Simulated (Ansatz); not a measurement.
**perovskite-structured KTaO3**

Computed with Ansatz (plane waves, PAW, 500 eV cutoff): r²SCAN, scalar-relativistic, no spin polarisation, Γ-centred 6×6×6 mesh, 0.05 eV Gaussian smearing. The datasets are Ansatz's generated set soft_2.

```xyz
5
Lattice="3.9902 0.0000 0.0000 0.0000 3.9902 0.0000 0.0000 0.0000 3.9902" Properties=species:S:1:pos:R:3 pbc="T T T"
K     0.0000    0.0000    0.0000
Ta    1.9951    1.9951    1.9951
O     0.0000    1.9951    1.9951
O     1.9951    1.9951    0.0000
O     1.9951    0.0000    1.9951
```

The start was a prototype's sites filled with these elements; the Crystallography Open Database holds the compound in this structure. The ideal cubic cell shuts out tilts of the octahedra, which such structures often take.

Q: Which orbitals make up the states within about 0.6 eV of each band edge?

A: Valence edge: O 2p 99 %. Conduction edge: Ta 5d 94 %. Shares are among the projected shells; the gap is 2.63 eV.

Density of states (tetrahedra, averaged over 0.3 eV; states/eV per cell of 5 atoms; energy in eV from the Fermi level; projections on Löwdin-orthogonalised atomic orbitals, summed over sites):

| E | total | O 2p | Ta 5d | Ta 6s | K 3p | O 2s |
| --- | --- | --- | --- | --- | --- | --- |
| -6.70 | 3.63 | 2.47 | 0.87 | 0.24 | 0.00 | 0.02 |
| -6.40 | 1.69 | 1.17 | 0.38 | 0.09 | 0.00 | 0.02 |
| -6.10 | 1.98 | 1.42 | 0.39 | 0.09 | 0.00 | 0.04 |
| -5.80 | 1.53 | 1.09 | 0.32 | 0.05 | 0.01 | 0.02 |
| -5.50 | 2.09 | 1.46 | 0.51 | 0.03 | 0.02 | 0.02 |
| -5.20 | 2.77 | 1.95 | 0.65 | 0.02 | 0.05 | 0.03 |
| -4.90 | 3.98 | 2.92 | 0.81 | 0.03 | 0.07 | 0.05 |
| -4.60 | 3.69 | 2.72 | 0.76 | 0.02 | 0.07 | 0.03 |
| -4.30 | 4.38 | 3.31 | 0.88 | 0.01 | 0.07 | 0.02 |
| -4.00 | 5.61 | 4.50 | 0.88 | 0.01 | 0.06 | 0.02 |
| -3.70 | 2.74 | 2.27 | 0.36 | 0.01 | 0.02 | 0.01 |
| -3.40 | 1.83 | 1.54 | 0.22 | 0.01 | 0.01 | 0.01 |
| -3.10 | 2.68 | 2.35 | 0.17 | 0.01 | 0.01 | 0.02 |
| -2.80 | 2.26 | 2.07 | 0.08 | 0.00 | 0.02 | 0.02 |
| -2.50 | 6.85 | 6.44 | 0.17 | 0.00 | 0.04 | 0.03 |
| -2.20 | 5.78 | 5.52 | 0.10 | 0.00 | 0.02 | 0.02 |
| -1.90 | 3.13 | 3.05 | 0.02 | 0.00 | 0.01 | 0.00 |
| -1.60 | 2.58 | 2.55 | 0.00 | 0.00 | 0.00 | 0.00 |
| -1.30 | 0.81 | 0.80 | 0.00 | 0.00 | 0.00 | 0.00 |
| -1.00 | 0.00 | 0.00 | 0.00 | 0.00 | 0.00 | 0.00 |
| -0.70 | 0.00 | 0.00 | 0.00 | 0.00 | 0.00 | 0.00 |
| -0.40 | 0.00 | 0.00 | 0.00 | 0.00 | 0.00 | 0.00 |
| -0.10 | 0.00 | 0.00 | 0.00 | 0.00 | 0.00 | 0.00 |
| 0.20 | 0.00 | 0.00 | 0.00 | 0.00 | 0.00 | 0.00 |
| 0.50 | 0.00 | 0.00 | 0.00 | 0.00 | 0.00 | 0.00 |
| 0.80 | 0.00 | 0.00 | 0.00 | 0.00 | 0.00 | 0.00 |
| 1.10 | 0.00 | 0.00 | 0.00 | 0.00 | 0.00 | 0.00 |
| 1.40 | 0.11 | 0.00 | 0.11 | 0.00 | 0.00 | 0.00 |
| 1.70 | 0.69 | 0.04 | 0.64 | 0.00 | 0.00 | 0.00 |
| 2.00 | 0.82 | 0.08 | 0.72 | 0.00 | 0.00 | 0.00 |
| 2.30 | 0.86 | 0.12 | 0.73 | 0.00 | 0.00 | 0.00 |
| 2.60 | 1.09 | 0.18 | 0.88 | 0.00 | 0.00 | 0.00 |
| 2.90 | 1.23 | 0.24 | 0.95 | 0.00 | 0.00 | 0.00 |
| 3.20 | 1.35 | 0.29 | 1.01 | 0.00 | 0.00 | 0.00 |
| 3.50 | 1.72 | 0.40 | 1.24 | 0.00 | 0.00 | 0.00 |
| 3.80 | 2.23 | 0.56 | 1.57 | 0.00 | 0.00 | 0.00 |
| 4.10 | 3.50 | 0.94 | 2.39 | 0.00 | 0.00 | 0.00 |

Formal charges K⁺, Ta⁵⁺, O²⁻ balance and leave closed shells on every ion, so a band insulator is expected, and the gap is 2.63 eV.

The lowest excitation takes an electron from O back to Ta, as in ionic insulators.

Kohn–Sham gaps of semilocal functionals lie under measured ones, often by a third or more. Scalar-relativistic only: spin–orbit splittings of the heavy atoms' levels are missing.
